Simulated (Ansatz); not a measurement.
Values for one crystal, relaxed and computed with PBE (plane waves, PAW; program Ansatz); other levels are named.

```yaml
volume_per_atom: 19.80 Å³
electronic_character: metallic (no gap)
Formation energy from the elements (no fitted shifts): 0.002 eV/atom
Bulk modulus (Birch–Murnaghan fit): 67.5 GPa
Density of states at the Fermi level: 0.43 states/eV per atom (mean over ±0.08 eV)
Gap with spin–orbit coupling: none (metallic)
Pressure derivative B′: 4.9
```

Q: Which of these materials gives this?
(A) GaAs, NiAs type
(B) InP, NiAs type
(C) GaN, CsCl type
(D) SiW, NiAs type

A: A, GaAs, NiAs type

Space group P6_3/mmc (NiAs type). The start of the workflow was typed in or built on a structure type; neither database checked (COD, Materials Project) lists it. It is not the phase usual at ambient conditions (space group No. 216). The cell keeps a stress of up to 0.2 GPa. The cell was relaxed with PBE under the symmetry of its start; whether a distortion lowers the energy is not shown. The references are the lowest solids computed at this level, not always the standard phases. Spin–orbit coupling is left out wherever it is not named.

Potentials: the later of the program's two PAW sets.
